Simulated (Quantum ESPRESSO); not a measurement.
pw.x input (Quantum ESPRESSO 7.5; PBE, PseudoDojo standard norm-conserving files, scalar-relativistic):

```
&CONTROL
  calculation = 'scf'
  pseudo_dir = './pseudo'
  outdir = './out'
  tprnfor = .true.
  tstress = .true.
/
&SYSTEM
  ibrav = 0
  nat = 3
  ntyp = 2
  ecutwfc = 86.0
  ecutrho = 344.0
  occupations = 'smearing'
  smearing = 'fd'
  degauss = 0.002
  nbnd = 27
/
&ELECTRONS
  conv_thr = 3e-10
/
ATOMIC_SPECIES
Se 78.9710 Se.upf
Sn 118.7100 Sn.upf
CELL_PARAMETERS angstrom
  3.841900001000   0.000000000000   0.000000000000
 -1.920950000000   3.327182999000   0.000000000000
  0.000000000000   0.000000000000   6.485880000000
ATOMIC_POSITIONS crystal
Se   0.666666667000   0.333333333000   0.757100000000
Se   0.333333333000   0.666666667000   0.242900000000
Sn   0.000000000000   0.000000000000   0.000000000000
K_POINTS automatic
9 9 4 0 0 0
```

End of the output:

```

[...]
     the Fermi energy is     7.8805 ev
!    total energy              =    -642.69202349 Ry
     estimated scf accuracy    <          2.5E-10 Ry
     smearing contrib. (-TS)   =      -0.00000000 Ry
     internal energy E=F+TS    =    -642.69202349 Ry
     The total energy is F=E-TS. E is the sum of the following terms:
     one-electron contribution =    -376.43969623 Ry
     hartree contribution      =     202.42305000 Ry
     xc contribution           =    -141.06458314 Ry
     ewald contribution        =    -327.61079412 Ry
     convergence has been achieved in   9 iterations
     Forces acting on atoms (cartesian axes, Ry/au):
     atom    1 type  1   force =     0.00000000    0.00000000   -0.00965524
     atom    2 type  1   force =     0.00000000    0.00000000    0.00965524
     atom    3 type  2   force =     0.00000000   -0.00000000    0.00000000
     Total force =     0.013655     Total SCF correction =     0.000115
     Computing stress (Cartesian axis) and pressure
          total   stress  (Ry/bohr**3)                   (kbar)     P=       18.86
   0.00012315  -0.00000000   0.00000000           18.12       -0.00        0.00
  -0.00000000   0.00012315   0.00000000           -0.00       18.12        0.00
   0.00000000   0.00000000   0.00013825            0.00        0.00       20.34
```
In a gapped system the printed Fermi energy is only some level inside the gap.

Spin-orbit coupling is not included.

Geometry of the Materials Project entry, not relaxed at this level.
